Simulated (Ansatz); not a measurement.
A 4-atom cell of BN started from a crystallographic database, relaxed with r2SCAN: space group P6_3mc (No. 186), hexagonal; a = 2.544 Å, c = 4.208 Å in the conventional setting, 5.90 Å³ an atom. B has 4 N at 1.56–1.58 Å; N has 4 B at 1.56–1.58 Å. One-shot G0W0@PBE in the PAW code Ansatz on a 6×6×4 mesh (contour deformation, no spin-orbit coupling), from a PBE gap of 5.206 eV over the mesh points (the G0W0 gap is indirect on the mesh); the number N of bands summed and the screening cutoff rise together. The values are computed, spin-unpolarised, and not measurements.

```
  N  cutoff (eV)  1000/N  G0W0 gap (eV)
 61          100  16.393          6.503
137          180   7.299          6.787
```

Task: Lay a straight line in 1000/N through these rows.

Result: The slope is -0.0312 eV per unit of 1000/N and the intercept 7.015 eV.

Task: Predict the gap at N = 258 (260 eV).

Result: 7.015 + (-0.0312) × 3.876 = 6.894 eV; the run gives 6.916 eV, +0.022 eV from the line.

Task: With that run's result added, what limit do the last two rows suggest?

Result: Their slope is (6.916 − 6.787)/(3.876 − 7.299) = -0.0377, which meets 1/N = 0 at 7.06 eV, against 7.015 eV from the first line. The slope steepens, so 1/N isn't yet asymptotic and the true limit probably lies higher still; the k mesh isn't extrapolated.
